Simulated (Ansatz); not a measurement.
Run times of several calculations on La7Rh3

Cell: 20 atoms, space group P6_3mc, a = 10.316 Å, b = 10.316 Å, c = 6.488 Å, α = 90.00°, β = 90.00°, γ = 120.00°.

All runs are DFT with Ansatz 0.2.0 on 2 threads of Arm Neoverse V1 (aarch64; 28 cores open to the job, memory cap 5.0 GiB, no GPU), a shared host.

(1) Rank the runs by wall time, shortest first.
A. relaxation of the ions, PBE, 420 eV, 4×4×5 k-points, smearing 0.05 eV
B. single point at relaxed positions, r2SCAN, 500 eV, 4×4×5 k-points, smearing 0.05 eV
C. single point, PBE, 420 eV, 4×4×5 k-points, smearing 0.05 eV

Results:

(1) C (2.7 min, 1.8 GiB), B (4.7 min, 2.9 GiB), A (11 min, 1.9 GiB).
